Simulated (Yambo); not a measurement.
Yambo run on RbHgF3 (cubic perovskite, space group Pm-3m, No. 221). The wavefunctions are norm-conserving PBEsol (Quantum ESPRESSO, 84 Ry, with spin-orbit coupling) ones on a 2×2×2 mesh (50 occupied bands); a = b = c = 4.5492 Å, α = β = γ = 90.00°.

Yambo input:

```
rim_cut
gw0
dyson
el_el_corr
HF_and_locXC
cohsex
em1s
RandQpts= 1000000
RandGvec= 1 Ry
EXXRLvcs= 84 Ry
VXCRLvcs= 336 Ry
Chimod= "HARTREE"
% BndsRnXs
 9 | 286 |
%
NGsBlkXs= 7 Ry
% LongDrXs
 1.0 | 1.0 | 1.0 |
%
ExtendOut
% QPkrange
 1 | 1 | 50 | 51 |
 4 | 4 | 50 | 50 |
%
```

k points by index: 1 = Γ, 4 = R.

The o-*.qp file then holds:

```
#    K-point    Band    Eo [eV]    E [eV]    E-Eo [eV]    Vxc [eV]    Vnlxc [eV]    Sc|Eo [eV]    Re(Z)    Im(Z)
#
    1    50    -2.505689    -5.881928    -3.376239    -21.71264    -29.36022    4.271344    1.000000    0.000000
    1    51    0.348921    0.092931    -0.255990    -13.17473    -8.930271    -4.500445    1.000000    0.000000
    4    50    0.000000    -2.456043    -2.456043    -24.75599    -30.16242    2.950385    1.000000    0.000000
```
(The two width columns are left out.) Convergence of these settings isn't established.

Geometry of the Materials Project entry, not relaxed at this level.
